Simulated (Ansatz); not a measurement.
Ansatz input

```yaml
crystal:
  lattice:
    - [2.5432612335, 0.0, 0.0]
    - [-1.2716306167, 2.2025288366, 0.0]
    - [0.0, 0.0, 4.2222882526]
  atoms:
    - { symbol: Ni, position: [0.3333333333, 0.6666666667, 0.25], spin: 0.767 }
    - { symbol: Ni, position: [0.6666666667, 0.3333333333, 0.75], spin: 0.767 }
hamiltonian:
  xc: r2scan
  pseudopotentials:
    kind: paw
    azcp:
      Ni: "pseudopotentials/Ni.paw.azcp"
basis:
  ecutwfc: 500
  fft_grid_basis: typed
kpoints:
  mp_grid: { grid: [17, 17, 9], shift: [0, 0, 0] }
magnetization:
  spin_polarized: true
scf:
  occupations: { method: fermi_dirac, width: 0.05 }
  lower_state_search: "off"
output:
  stress: true
```

Terminal output

```
Engine: ansatz 0.2.0, x86_64-unknown-linux-gnu
Pseudopotentials: kind: paw
Pseudopotential: Ni, paw, valence charge 18, recommended cutoff 500 eV (meta_gga) 
Functional definition: r2SCAN
  parameter k0 = 0.174
  parameter k1 = 0.065
  parameter a1 = 4.9479
  exchange = r2scan_x(k0 = k0, k1 = k1, a1 = a1)
  correlation = r2scan_c
Crystal: 2 atoms, lattice volume = 23.652 Å³
Basis set: ecut = 500 eV, 591 PW (Γ), exchange–correlation on 80×80×128 points (64 copies of the dense FFT grid, shifted against one another)
Bands: 23, of which v1, the nominal top of the filled ones, is band 18 counted from 1 (17 counted from 0)
Symmetry: 24 space group operations
Space group: P63/mmc (ITA 194), of the structure as read, at distance tolerance 2.9e-5 Å
Magnetic group: BNS 194.263 (UNI 1493), of the structure as read, at distance tolerance 2.9e-5 Å
k-points: 165 of 2601
Non-local potential: Ni, projectors of the file, l = 0: 3, l = 1: 2, l = 2: 3, l = 3: 1
PAW form: soft (Blöchl's): semilocal exchange-correlation on the pseudo side does not see the compensation charge
PAW frozen core: Ni, regenerated for the run's functional (the file was generated under x = pbe(κ = 0.804, μ = 0.2195149727645171), c = pbe(β = 0.06672455060314922))
PAW one-centre angular grid: Ni, 590 points (default); XC on 160 Gauss nodes
Initial density: superposition of atomic densities (chi_scale 0.1, normalization cell)
Starting moments: Σ|m| = 1.534 μB on 2 of 2 sites
Initial wavefunctions: pseudopotential atomic-orbital guess
Functional: x = r2scan, c = r2scan; τ floored in thin density (d = 2e-4 eV/Å³)
iter 1 solved again at ethr=1.74e-3 eV; its pass at ethr=3.10e-3 eV (dr2=6.27e-1 eV) is discarded
SCF iter   1: F=-11689.992300 eV  HF=-11690.135941 eV  |F-HF|=1.44e-1  |Δ(HF+E_count)|=         —  Δρ=4.62e-2 (↑4.62e-2 ↓2.48e-2)  dr2=6.27e-1  dr2_τ=1.17e-2  dr2_m=3.25e-2  M=1.363 μB ∫|m|=1.451 μB  β_m=0.30  ethr=1.74e-3  ⟨swp⟩=1.0  Hψ=41768  notcnv=0
SCF iter   2: F=-11690.266357 eV  HF=-11690.252944 eV  |F-HF|=1.34e-2  |Δ(HF+E_count)|=   1.17e-1  Δρ=2.61e-2 (↑2.61e-2 ↓7.23e-3)  dr2=1.21e-1  dr2_τ=2.03e-3  dr2_m=3.30e-2  M=1.386 μB ∫|m|=1.514 μB  β_m=1.00  ethr=1.74e-3  ⟨swp⟩=3.2  Hψ=13799  notcnv=0  κ⁻¹=1.0e0(r=1)
SCF iter   3: F=-11690.301863 eV  HF=-11690.268089 eV  |F-HF|=3.38e-2  |Δ(HF+E_count)|=   1.51e-2  Δρ=1.13e-2 (↑1.13e-2 ↓4.27e-3)  dr2=2.10e-2  dr2_τ=3.90e-4  dr2_m=8.36e-3  M=1.381 μB ∫|m|=1.616 μB  β_m=1.00  ethr=3.37e-4  ⟨swp⟩=2.4  Hψ=14339  notcnv=0  κ⁻¹=1.6e-3(r=2)
SCF iter   4: F=-11690.308926 eV  HF=-11690.256612 eV  |F-HF|=5.23e-2  |Δ(HF+E_count)|=   1.15e-2  Δρ=5.89e-3 (↑1.36e-3 ↓5.89e-3)  dr2=2.60e-3  dr2_τ=2.79e-5  dr2_m=2.46e-3  M=1.393 μB ∫|m|=1.670 μB  β_m=1.00  ethr=5.83e-5  ⟨swp⟩=2.0  Hψ=13525  notcnv=0  defer=18  κ⁻¹=8.3e-5(r=3)
...
SCF iter  18: F=-11690.330990 eV  HF=-11690.330977 eV  |F-HF|=1.32e-5  |Δ(HF+E_count)|=   5.43e-4  Δρ=4.17e-4 (↑6.03e-5 ↓4.17e-4)  dr2=6.80e-6  dr2_τ=9.96e-8  dr2_m=1.04e-5  M=1.512 μB ∫|m|=1.884 μB  β_m=1.20  ethr=9.67e-8  ⟨swp⟩=2.0  Hψ=14056  notcnv=0  defer=57  κ⁻¹=8.0e-7(r=8)
SCF iter  19: F=-11690.331006 eV  HF=-11690.331005 eV  |F-HF|=1.16e-6  |Δ(HF+E_count)|=   2.82e-5  Δρ=1.52e-4 (↑1.72e-5 ↓1.52e-4)  dr2=8.69e-7  dr2_τ=1.25e-8  dr2_m=1.48e-6  M=1.509 μB ∫|m|=1.880 μB  β_m=1.20  ethr=1.89e-8  ⟨swp⟩=2.0  Hψ=13544  notcnv=0  defer=57  κ⁻¹=3.2e-7(r=8)
SCF iter  20: F=-11690.331000 eV  HF=-11690.330995 eV  |F-HF|=4.60e-6  |Δ(HF+E_count)|=   9.65e-6  Δρ=2.77e-4 (↑9.79e-5 ↓2.77e-4)  dr2=2.88e-6  dr2_τ=5.56e-8  dr2_m=5.70e-6  M=1.510 μB ∫|m|=1.881 μB  β_m=1.20  ethr=2.41e-9  ⟨swp⟩=2.0  Hψ=13632  notcnv=0  defer=57  κ⁻¹=3.2e-7(r=8)
SCF iter  21: F=-11690.331008 eV  HF=-11690.331007 eV  |F-HF|=6.95e-7  |Δ(HF+E_count)|=   1.19e-5  Δρ=6.02e-5 (↑2.24e-5 ↓6.02e-5)  dr2=1.43e-7  dr2_τ=2.03e-9  dr2_m=3.11e-7  M=1.507 μB ∫|m|=1.878 μB  β_m=1.20  ethr=2.41e-9  ⟨swp⟩=2.0  Hψ=13693  notcnv=0  defer=57  κ⁻¹=3.2e-7(r=8)
SCF iter  22: F=-11690.331008 eV  HF=-11690.331007 eV  |F-HF|=6.54e-7  |Δ(HF+E_count)|=   1.42e-7  Δρ=4.67e-5 (↑1.94e-5 ↓4.67e-5)  dr2=8.30e-8  dr2_τ=1.14e-9  dr2_m=2.04e-7  M=1.507 μB ∫|m|=1.878 μB  β_m=1.20  ethr=2.78e-10  ⟨swp⟩=4.0  Hψ=26241  notcnv=0  κ⁻¹=1.6e-8(r=8)
SCF iter  23: F=-11690.331008 eV  HF=-11690.331007 eV  |F-HF|=5.99e-7  |Δ(HF+E_count)|=   2.67e-8  Δρ=5.34e-5 (↑2.21e-5 ↓5.34e-5)  dr2=1.06e-7  dr2_τ=1.64e-9  dr2_m=2.64e-7  M=1.507 μB ∫|m|=1.878 μB  β_m=1.20  ethr=2.31e-10  ⟨swp⟩=3.6  Hψ=21340  notcnv=0  κ⁻¹=1.6e-8(r=8)
SCF iter  24: F=-11690.331008 eV  HF=-11690.331007 eV  |F-HF|=9.14e-7  |Δ(HF+E_count)|=   2.71e-7  Δρ=2.43e-5 (↑1.29e-5 ↓2.43e-5)  dr2=1.90e-8  dr2_τ=2.29e-10  dr2_m=7.06e-8  M=1.507 μB ∫|m|=1.878 μB  β_m=1.20  ethr=2.31e-10  ⟨swp⟩=2.5  Hψ=28757  notcnv=0  κ⁻¹=3.2e-8(r=8)
SCF iter  25: F=-11690.331008 eV  HF=-11690.331008 eV  |F-HF|=4.57e-7  |Δ(HF+E_count)|=   5.60e-7  Δρ=1.64e-5 (↑8.18e-6 ↓1.64e-5)  dr2=9.10e-9  dr2_τ=1.11e-10  dr2_m=3.09e-8  M=1.507 μB ∫|m|=1.878 μB  β_m=1.20  ethr=5.27e-11  ⟨swp⟩=4.0  Hψ=26218  notcnv=0  κ⁻¹=1.6e-8(r=8)
SCF iter  26: F=-11690.331008 eV  HF=-11690.331008 eV  |F-HF|=7.02e-9  |Δ(HF+E_count)|=   5.37e-7  Δρ=2.97e-6 (↑7.36e-7 ↓2.97e-6)  dr2=9.11e-10  dr2_τ=8.65e-12  dr2_m=4.04e-10  M=1.508 μB ∫|m|=1.879 μB  ethr=2.53e-11  ⟨swp⟩=4.3  Hψ=26458  notcnv=0
SCF 1 converged in 26 iterations: F = -11690.331008 eV  dr2 = 9.11e-10
this state was not tested for a lower state beside it, because the mixer in use, unlike msr1, does not test its closes by its own steps (another_mixer; see scf.mixing.algorithm and scf.lower_state_search)
SCF converged after 26 iterations
Magnetization: 1.5079 μB (18.7540 up, 17.2460 down)
Absolute magnetization: 1.8811 μB (∫|ρ↑−ρ↓|, with the PAW one-centre terms)
Spin contamination: 0.0517 ħ² per cell (⟨S²⟩ above its minimum at these occupations)
Per-site moments (μB) at R_I (Å): [(0.8274347579736187, 1.0490952588018059), (0.8274347579736179, 1.0490952588018059)]
Free energy (F): -11690.331008 eV
Harris-Foulkes:  -11690.331008 eV  (|F-HF|=7.02e-9)
Internal energy: -11690.308174 eV  (E = F + TS)
E sigma→0 (E₀):  -11690.319591 eV
Entropy (-TS):   -0.022834 eV (-11.417 meV/atom)
Fermi energy:    16.295502 eV
--- Per-component energies (eV) ---
  E_band       = -679.263334
  E_kinetic    = 560.354698
  E_local      = -7161.866245  (includes V_loc(G=0)·N_el)
  E_nonlocal   = 1283.116739
  E_hartree    = 2988.765657
  E_xc         = -155.456570
  E_vxc        = -230.678979  (∫ρ·V_xc dr)
  E_paw        = -3290.431240  (= ΣΔE_a)
  E_vpaw       = -1124.784506  (= ΣTr[D̂ρ^β])
  E_aug_tail   = 0.000436  (compensation charges beyond the density's cutoff)
  E_vtau       = 17.065947  (kinetic-family band-sum trace: ∫τ·v_τ [+ j·A + Jᵃ·Aᵃ] dr)
  E_ewald      = -5914.191512
  E_core_change = -0.600137  (= ΣΔE_core)
  E_smearing   = -0.022834  (= −TS)
  E_closure    = -0.000000  (closes the sum)
  Σ components = -11690.331008   (vs F -11690.331008, Δ=0.00e0)
--- Stress (GPa, compression-positive) ---
      -19.228953       0.000000      -0.000000
        0.000000     -19.228953      -0.000000
       -0.000000      -0.000000     -17.270604
  P = ⅓ Tr σ = -18.5762 GPa (-185.762 kbar)
```

Launched by

```sh
ansatz run input.yaml --threads 1 --pin off --max-ram 3584MiB --backend cpu --events-out ev --progress --plain --runs-dir out
```

On 1 thread of Intel(R) Xeon(R) Platinum 8259CL CPU @ 2.50GHz (Skylake/Cascade Lake) (shared host) this took about 73 s of wall time and 73 s of CPU time.
